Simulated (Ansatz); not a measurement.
GeRh₂ in space group Pnma (No. 62; Ge on 4c, Rh on 4c, Rh on 4c) under volume change, plane-wave PAW LDA (Ansatz code), shape and atoms relaxed at each volume.

```tsv
V (Å³/atom)	E − E(relaxed) (meV/atom)	P (GPa)
12.190	101.6	29.71
12.592	42.2	17.94
12.994	9.9	8.15
13.396	0.0	0.00
13.798	8.8	-6.77
14.200	?	?
14.602	?	?
```

Q: Some entries are withheld; supply them.

A: 
- 14.602, E − E(relaxed) (meV/atom): 70.0
- 14.602, P (GPa): -17.00
- 14.200, E − E(relaxed) (meV/atom): 33.0
- 14.200, P (GPa): -12.38

Q: What does a third-order Birch–Murnaghan fit give for V₀, B₀ and B′?

A: V₀ = 13.40 Å³/atom, B₀ = 247 GPa, B′ = 5.2.

The workflow started from an entry of the Crystallography Open Database (COD). Its standing as an ambient phase is unchecked. The cell was relaxed with LDA under the symmetry of its start; whether a distortion lowers the energy is not shown. The run is not spin-polarised.

Potentials: the later of the program's two PAW sets.
